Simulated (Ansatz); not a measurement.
ZnS (zinc blende)

```
ZnS
1.0
    0.00000     5.44344     5.44344
    2.72172     0.00000     2.72172
    2.72172     2.72172     0.00000
S Zn
2 2
Direct
  0.37500   0.75000   0.75000
  0.87500   0.75000   0.75000
  0.00000   0.00000   0.00000
  0.50000   0.00000   0.00000
```

In each cell atom 4 (Zn, nearest neighbour S at 2.357 Å; its periodic images, 3.8 Å or more away, move with it) moves by s·(-0.577, 0.577, 0.577) (towards the nearest neighbour), the rest being held.

Computed with PBE (plane waves to 420 eV, PAW, scalar-relativistic; Ansatz, a program for electronic structure). k mesh 4×8×8 (Γ-centred), Fermi-Dirac smearing 0.05 eV. Energies are smeared free energies. ZnS was relaxed with its symmetry unable to fall. The zero of ΔE is the undisplaced structure.

### Question
Predict the ΔE (eV/cell) at s (Å) = -0.470, -0.376, -0.282, -0.188, -0.094, 0.094, 0.188, 0.470.

### Answer
| s (Å) | ΔE (eV/cell) |
|---|---|
| -0.470 | 0.449 |
| -0.376 | 0.323 |
| -0.282 | 0.204 |
| -0.188 | 0.101 |
| -0.094 | 0.028 |
| 0.094 | 0.036 |
| 0.188 | 0.161 |
| 0.470 | 1.505 |

(For displaced atoms, the force is minus the slope of the energy, and its curvature is a force constant, which sets phonon frequencies.)
